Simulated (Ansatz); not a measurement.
Levels of theory for Ga₃P₂N (ordering on zincblende)

All numbers come from the PAW code Ansatz. These are computed values for a non-magnetic cell that may be hypothetical; none is a measurement.

An ordered 6-atom cell of Ga₃P₂N on the zincblende lattice (P3m1), relaxed with r2SCAN. Space group P3m1 (No. 156), trigonal; a = 3.648 Å, c = 8.951 Å in the conventional setting, 17.20 Å³ an atom. Around N lie 4 Ga at 1.95–2.17 Å; around P lie 4 Ga at 2.28–2.35 Å; around P lie 4 Ga at 2.29–2.33 Å; around Ga lie 3 N at 2.17 Å and 1 P at 2.35 Å; around Ga lie 4 P at 2.28–2.33 Å; around Ga lie 1 N at 1.95 Å and 3 P at 2.29 Å.

Relaxed lattice by functional, symmetry kept:
```csv
functional,k mesh,a (Å),c (Å),volume (Å³/atom)
PBE,12×12×4,3.688,9.050,17.77
r2SCAN,12×12×4,3.648,8.951,17.20
```

On this one geometry the levels give:
```tsv
level	k mesh	gap (eV)	kind	edges	least direct gap (eV)	rough cost
PBE	12×12×4	none (overlap 0.15)	–	–	–	40 core-seconds
PBE+SOC	12×12×4	none (overlap 0.12)	–	–	–	3 core-minutes
r2SCAN	12×12×4	0	–	–	–	70 core-seconds
```
All runs use a smearing of 0.02 eV.
Wave cutoffs: 420 eV, 500 eV (r2SCAN).
Points off the special ones are mesh points or PBE's searched band edges, reused at the other levels.
Costs come from shared machines and give only the order; PBE's includes the band path. The runs had 4 threads of Arm Neoverse V1, with other jobs on the host.

With r2SCAN the gap closes, the bands meeting at Γ. PBE+SOC gives no gap: the lowest nominally empty band dips 0.12 eV below the top of the last filled one (its bottom at Γ–M (0.17 of the way from Γ), the top at Γ–A (0.50 of the way from Γ)), so the cell is a metal or semimetal at this level.

No level opens a gap, but no hybrid is among them, and semilocal functionals can close a real gap.

Only the levels marked +SOC include spin-orbit coupling.
